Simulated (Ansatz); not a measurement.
## Trial inputs on CsBa3

The reference input for Ansatz (plane-wave DFT with PAW):

```yaml
crystal:
  lattice:
    - [6.604371, 0.0, 0.0]
    - [0.0, 6.604371, 0.0]
    - [0.0, 0.0, 6.604371]
  atoms:
    - { symbol: Cs, position: [0.0, 0.0, 0.0] }
    - { symbol: Ba, position: [0.0, 0.5, 0.5] }
    - { symbol: Ba, position: [0.5, 0.0, 0.5] }
    - { symbol: Ba, position: [0.5, 0.5, 0.0] }
basis:
  ecutwfc: 420
kpoints:
  mp_grid: { grid: [2, 2, 2] }
hamiltonian:
  xc: pbe
scf:
  occupations: { method: gaussian, width: 0.1 }
output:
  forces: true
  stress: true
  eigenvalues: true
```

Command:

```bash
ansatz run input.yaml --threads 1 --pin off --max-ram 1331MiB --backend cpu --events-out ev --progress --plain --runs-dir out
```

The run converges in 7 SCF iterations on 4 irreducible k-points: pressure 0.34 GPa, no gap.

These settings were drawn at random to show what each does; none of the numbers is a converged property of the crystal. Each trial's input is given as a difference from the reference's; energies are extrapolated to zero smearing where there is one, and pressure is positive in compression. Charged cells sit in a uniform background, and their pressures hang on that convention.

Trial 1 (origin moved):

```diff
 crystal:
   atoms:
-    - { symbol: Cs, position: [0.0, 0.0, 0.0] }
-    - { symbol: Ba, position: [0.0, 0.5, 0.5] }
-    - { symbol: Ba, position: [0.5, 0.0, 0.5] }
-    - { symbol: Ba, position: [0.5, 0.5, 0.0] }
+    - { symbol: Cs, position: [0.397, 0.658, 0.982] }
+    - { symbol: Ba, position: [0.397, 1.158, 1.482] }
+    - { symbol: Ba, position: [0.897, 0.658, 1.482] }
+    - { symbol: Ba, position: [0.897, 1.158, 0.982] }
 basis:
+  ecutrho_ratio: 3
 kpoints:
-  mp_grid: { grid: [2, 2, 2] }
+  mp_grid: { kspacing: 0.84 }
 scf:
-  occupations: { method: gaussian, width: 0.1 }
+  occupations: { method: fermi_dirac, width: "0.02 Ry" }
+  convergence: { dr2_threshold: "1e-4 eV" }
+accuracy: low
```

What happens?

The run converges in 6 SCF iterations on 4 irreducible k-points: energy 13.0 meV per atom above the reference (the smearing is far too wide for the extrapolation to zero width), pressure 0.22 GPa, no gap. It warns that the density cutoff lies under the recommended one; that the SCF threshold is loose for the forces; that the SCF threshold is loose for the stress.

Trial 2 (one atom moved):

```diff
 crystal:
   atoms:
-    - { symbol: Ba, position: [0.0, 0.5, 0.5] }
+    - { symbol: Ba, position: [0.0, 0.5302829747, 0.5] }
 basis:
-  ecutwfc: 420
+  ecutwfc: 300
 kpoints:
-  mp_grid: { grid: [2, 2, 2] }
+  mp_grid: { grid: [1, 1, 1] }
 scf:
+  mixing: { algorithm: anderson, q_tf: 1.3 }
+  initial_density: { chi_scale: 0, normalization: atom }
+  convergence: { dr2_threshold: "1e-4 eV" }
+  max_iter: 53
```

What does the program give?

The run converges in 7 SCF iterations on 1 irreducible k-point: energy 611 meV per atom below the reference, pressure -3.68 GPa, largest force 0.297 eV/Å, no gap. It warns that the cutoff lies under the recommended one, 420 eV for these potentials; that the SCF threshold is loose for the forces; that the SCF threshold is loose for the stress.

Trial 3:

```diff
+total_charge: 0.5
 basis:
-  ecutwfc: 420
+  ecutwfc: 340
+  ecutrho_ratio: 3
 kpoints:
-  mp_grid: { grid: [2, 2, 2] }
+  mp_grid: { grid: [1, 1, 1] }
+  band_path: { path: [[0, 0, 0], [0.5, 0, 0], [0.5, 0.5, 0.5]], npoints: 4 }
 hamiltonian:
-  xc: pbe
+  xc: revpbe
 scf:
-  occupations: { method: gaussian, width: 0.1 }
+  occupations: { method: gaussian, width: "0.02 Ry" }
```

What does the program give?

The run converges in 8 SCF iterations on 1 irreducible k-point: pressure -2.23 GPa (with the neutralising background of the charged cell), no gap. It warns that the cutoff lies under the recommended one, 420 eV for these potentials.

Trial 4:

```diff
 basis:
-  ecutwfc: 420
+  ecutwfc: 350
```

What happens?

The run converges in 7 SCF iterations on 4 irreducible k-points: energy 0.65 meV per atom above the reference, pressure 0.35 GPa, no gap. It warns that the cutoff lies under the recommended one, 420 eV for these potentials.

Trial 5 (one atom moved):

```diff
 crystal:
   atoms:
-    - { symbol: Cs, position: [0.0, 0.0, 0.0] }
+    - { symbol: Cs, position: [0.0075707437, 0.0, 0.0] }
 basis:
-  ecutwfc: 420
+  ecutwfc: "23 Ha"
 kpoints:
-  mp_grid: { grid: [2, 2, 2] }
+  mp_grid: { kspacing: 1.1 }
+  band_path: { path: [[0, 0, 0], [0.5, 0, 0], [0.5, 0.5, 0.5]], npoints: 4 }
 scf:
-  occupations: { method: gaussian, width: 0.1 }
+  occupations: { method: gaussian, width: "0.005 Ry" }
```

How does this run end?

The run converges in 8 SCF iterations on 1 irreducible k-point: energy 624 meV per atom below the reference, pressure -3.70 GPa, largest force 0.064 eV/Å, no gap.